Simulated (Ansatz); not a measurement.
SiGe:
```cif
data_GeSi
_chemical_formula_sum 'Ge1 Si1'
_space_group_name_H-M_alt 'P 1'
_space_group_IT_number 1
_cell_length_a 5.00150
_cell_length_b 5.00150
_cell_length_c 5.00150
_cell_angle_alpha 33.412
_cell_angle_beta 33.412
_cell_angle_gamma 33.412
loop_
_space_group_symop_operation_xyz
  'x, y, z'
loop_
_atom_site_label
_atom_site_type_symbol
_atom_site_fract_x
_atom_site_fract_y
_atom_site_fract_z
_atom_site_occupancy
Ge1 Ge 0.00000 0.00000 0.00000 1
Si1 Si 0.50000 0.50000 0.50000 1
```

Relaxed with r²SCAN.

Question: Tabulate the valence density and the electron localisation function along the shortest Ge–Si contact (2.88 Å), r²SCAN in the plane-wave PAW code Ansatz.

Answer: 

```
distance from Ge (Å)  density (e/Å³)   ELF
--------------------  --------------  ----
0.29                           21.94  0.22
0.43                            8.44  0.21
0.58                            2.63  0.32
0.72                            0.96  0.42
0.87                            0.54  0.47
1.01                            0.38  0.46
1.15                            0.29  0.45
1.30                            0.24  0.43
1.44                            0.23  0.43
1.59                            0.24  0.49
1.73                            0.27  0.60
1.87                            0.32  0.70
2.02                            0.36  0.73
2.16                            0.36  0.68
2.31                            0.31  0.59
2.45                            0.24  0.54
2.60                            0.18  0.61
```

The density is the valence pseudo-density with augmentation charge, so density and ELF within about 1 Å of a nucleus are not all-electron values.

Space group R-3m. The start of the workflow was typed in or built on a structure type; neither database checked (COD, Materials Project) lists it. Whether it is the stable phase at ambient conditions was not checked. The r²SCAN relaxation kept the symmetry of its start; its stability against distortions is not shown here. Its formation energy is positive at this level, so the cell may be metastable or incomplete.

Potentials: the earlier of the program's two PAW sets.
